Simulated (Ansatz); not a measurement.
Ge₂Mo:
```
Ge2Mo
1.0
   -1.63807     1.63807     4.06325
    1.63807    -1.63807     4.06325
    1.63807     1.63807    -4.06325
Ge Mo
2 1
Direct
  0.66208   0.66208   0.00000
  0.33792   0.33792   0.00000
  0.00000   0.00000   0.00000
```

Relaxed with LDA. Special points in fractions of this cell's reciprocal vectors: Γ (0.000, 0.000, 0.000); X (0.000, 0.000, 0.500); P (0.250, 0.250, 0.250); N (0.000, 0.500, 0.000); M (0.500, 0.500, -0.500); S (0.291, 0.709, -0.291); S0 (-0.291, 0.291, 0.291); R (-0.081, 0.081, 0.500); G (0.500, 0.500, -0.081).

Task: List the band energies nearest the Fermi level at these points for LDA in the plane-wave PAW code Ansatz.

Result: In eV from the Fermi level; about four levels below and three above (degenerate sets whole), none deeper than 8.9 eV; points with the same levels are listed once.

| k | below | above |
|---|---|---|
| Γ | -4.72 -2.74 -2.39 -2.39 | 0.46 2.95 3.71 |
| X | -5.34 -4.06 -2.80 -0.98 | 1.97 2.17 3.16 |
| P | -2.70 -1.88 -1.88 -0.17 | 1.97 4.09 4.51 4.51 |
| N | -4.43 -2.32 -2.26 -0.11 | 1.92 2.95 3.61 |
| M | -0.53 -0.53 -0.36 -0.36 | 0.50 3.17 4.31 |
| S | -2.50 -2.28 -2.21 -0.06 | 1.42 3.56 3.80 |
| R | -4.18 -4.07 -2.68 -1.55 | 1.65 1.94 2.05 |

Space group I4/mmm (MoSi2 or CaC2 type). The first step of the workflow began from a Materials Project structure, measured or hypothetical; the Crystallography Open Database copy checked does not list it. COD files the formula under space group No. 62, so this cell is another polymorph or a model. Whether it is the stable phase at ambient conditions was not checked. The LDA relaxation kept the symmetry of its start; of distortions, only those at the zone centre were tested. The run is not spin-polarised. Scalar-relativistic: spin–orbit coupling is off unless named, which matters more the heavier the elements.

Potentials: the later of the program's two PAW sets.
